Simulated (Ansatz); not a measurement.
Input and command of a plane-wave DFT calculation in Ansatz:

```yaml
crystal:
  lattice:
    - [2.03, -2.03, 0.0]
    - [2.03, 0.0, -2.03]
    - [10.7180762114, 10.7180762114, 10.7180762114]
  atoms:
    - { symbol: W, position: [0.6666666667, 0.6666666667, 0.0631205937] }
    - { symbol: W, position: [0.0, 0.0, 0.6944527967] }
    - { symbol: W, position: [0.3333333333, 0.3333333333, 0.1893870343] }
    - { symbol: W, position: [0.6666666667, 0.6666666667, 0.4419199155] }
    - { symbol: W, position: [0.0, 0.0, 0.3156534749] }
    - { symbol: W, position: [0.3333333333, 0.3333333333, 0.5681863561] }
basis:
  ecutwfc: 420
kpoints:
  mp_grid: { grid: [19, 19, 4] }
hamiltonian:
  xc: lda
scf:
  occupations: { method: gaussian, width: 0.15 }
output:
  forces: true
  stress: true
  eigenvalues: true
```

```bash
ansatz run input.yaml --threads 2 --pin off --max-ram 5120MiB --backend cpu --events-out ev --progress --plain --runs-dir out
```

Processor: Intel(R) Xeon(R) Processor @ 2.50GHz (Skylake/Cascade Lake), 2 threads, on a host shared with other jobs.

Problem. Estimate time, memory and problem size.

Solution. About 56 s on 2 threads of Intel(R) Xeon(R) Processor @ 2.50GHz (Skylake/Cascade Lake), on a shared host, peak memory 0.87 GiB. It solves 51 bands at 150 k points (the mesh reduced by symmetry) with about 2607 plane waves, in 8 SCF iterations.
